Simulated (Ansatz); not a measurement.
Given:

MgO:
```
CELL_PARAMETERS angstrom
      3.48676     0.00000     0.00000
     -1.74338     3.01962     0.00000
      0.00000     0.00000     4.18904
ATOMIC_POSITIONS crystal
  Mg 0.66667 0.33333 0.75000
  Mg 0.33333 0.66667 0.25000
  O  0.66667 0.33333 0.25000
  O  0.33333 0.66667 0.75000
```

This is the r²SCAN-relaxed structure. Cartesian axes are those of the cell as given.

### Question
All from the program Ansatz at the r²SCAN level (PAW), unless another level is named. Predict the bulk modulus (Birch–Murnaghan fit).

### Answer
1370 kbar.

### Question
Give the elastic constants (relaxed ions, GPa).

### Answer
C11 = 194, C12 = 130, C13 = 78.8, C33 = 273, C44 = 121.

### Question
And the highest zone-centre frequency (without LO–TO term)?

### Answer
552 cm⁻¹.

### Question
Predict the zero-point energy.

### Answer
75.7 meV/atom.

Space group P6_3/mmc. The workflow started from a Materials Project entry (that database holds measured and hypothetical structures alike); the Crystallography Open Database copy checked does not list it. It is not the phase usual at ambient conditions (space group No. 225). Symmetry was held in the r²SCAN relaxation; whether a distortion lowers the energy is not shown.

Potentials: the earlier of the program's two PAW sets. The files were generated under PBE; for other functionals the program regenerates the frozen cores, and for LDA and PBEsol the local potential too.
